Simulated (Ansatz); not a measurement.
Relaxed C (diamond):

```
CELL_PARAMETERS angstrom
      0.00000     3.57162     3.57162
      1.78581     0.00000     1.78581
      1.78581     1.78581     0.00000
ATOMIC_POSITIONS crystal
  C  0.25000 0.50000 0.50000
  C  0.75000 0.50000 0.50000
  C  0.37500 0.75000 0.75000
  C  0.87500 0.75000 0.75000
```

A phonon eigenvector at L = (0.5, 0.0, 0.0) is frozen into this cell: atom i moves by Q times the vector below, so Q is the largest atomic displacement, in Å. The cell is held. It is one choice among 2 degenerate patterns. (q is in reciprocal vectors of the primitive cell; the cell shown is doubled to hold the pattern.)

```tsv
atom	x	y	z
C1	-0.285	0.520	-0.805
C2	0.285	-0.520	0.805
C3	-0.285	0.520	-0.805
C4	0.285	-0.520	0.805
```

Method: PBE (plane waves to 420 eV, PAW, scalar-relativistic; Ansatz, a program for electronic structure). k mesh 8×16×16 (Γ-centred), Fermi-Dirac smearing 0.05 eV. The energy includes the smearing's −TS. C was relaxed with its symmetry unable to fall. The PAW data are Ansatz's earlier set. The zero of ΔE is the undisplaced structure.

| Q (Å) | ΔE (meV/cell) |
|---|---|
| -0.100 | 264.2 |
| -0.067 | 117.3 |
| -0.033 | 29.3 |
| 0.000 | 0.0 |
| 0.033 | 29.3 |
| 0.067 | 117.3 |
| 0.100 | 264.2 |

### Question
Which DFPT wavenumber at L = (0.5, 0.0, 0.0) belongs to this mode?
A. 546 cm⁻¹
B. 1038 cm⁻¹
C. 1192 cm⁻¹

### Answer
A, 546 cm⁻¹. The curvature of the scan gives 546 cm⁻¹

(A displaced cell: forces are minus the slopes of the energy, force constants its curvatures, and phonons follow from these.)
